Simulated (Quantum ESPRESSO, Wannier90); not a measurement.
## Wannierisation of WS₂ (P6₃/mmc, 2Hc stacking as in molybdenite)

```xyz
6
Lattice="3.1842 0.0000 0.0000 -1.5921 2.7576 0.0000 0.0000 0.0000 12.9783" Properties=species:S:1:pos:R:3 pbc="T T T"
W      1.5921    -0.9192     3.2446
W     -1.5921     0.9192    -3.2446
S      1.5921    -0.9192    -4.8046
S     -1.5921     0.9192     4.8046
S     -1.5921     0.9192     1.6846
S      1.5921    -0.9192    -1.6846
```

Structure: Materials Project mp-224, symmetrised, not relaxed again. COD (Crystallography Open Database) has the formula in 2 space groups, this one among them (matched by group alone). Computed values, not measurements, from PBEsol: Quantum ESPRESSO (norm-conserving PseudoDojo potentials, cutoff 60 Ry, no spin polarisation, no spin-orbit coupling) on a Γ-centred 6×6×4 mesh, then Wannier90. Density: 12×12×4 mesh, cold smearing 0.01 Ry. The cell is built of weakly bound layers, chains or molecules, whose nearest atoms lie 3.84 Å apart. Database cells relaxed without dispersion often hold them too far apart, which can enlarge gaps and weakens couplings between them; spacing and stacking were not compared with the measured crystal. Spin-orbit coupling is left out although heavy elements are present.

Bands 9-12 form an isolated set from -15.36 to -12.72 eV relative to the valence-band maximum (on the path) and are turned into 4 Wannier functions by minimising the spread from the start: atomic waves S 3s.

Centres (Cartesian, Å; one of the equivalent choices) and spreads:

| n | x | y | z | spread (Å²) | nearest atom |
|---|---|---|---|---|---|
| 1 | 1.592 | -0.919 | -4.569 | 1.266 | S3 |
| 2 | -1.592 | 0.919 | 4.569 | 1.266 | S4 |
| 3 | -1.592 | 0.919 | 1.920 | 1.266 | S5 |
| 4 | 1.592 | -0.919 | -1.920 | 1.266 | S6 |

Ω_I = 5.05 Å², Ω_total = 5.06 Å²; the interpolated bands follow pw.x to 0.7 meV rms on the path. Only this start was tried; a symmetric start can stop on a saddle, and mixtures of these functions could lower the total by at most Ω_total − Ω_I.
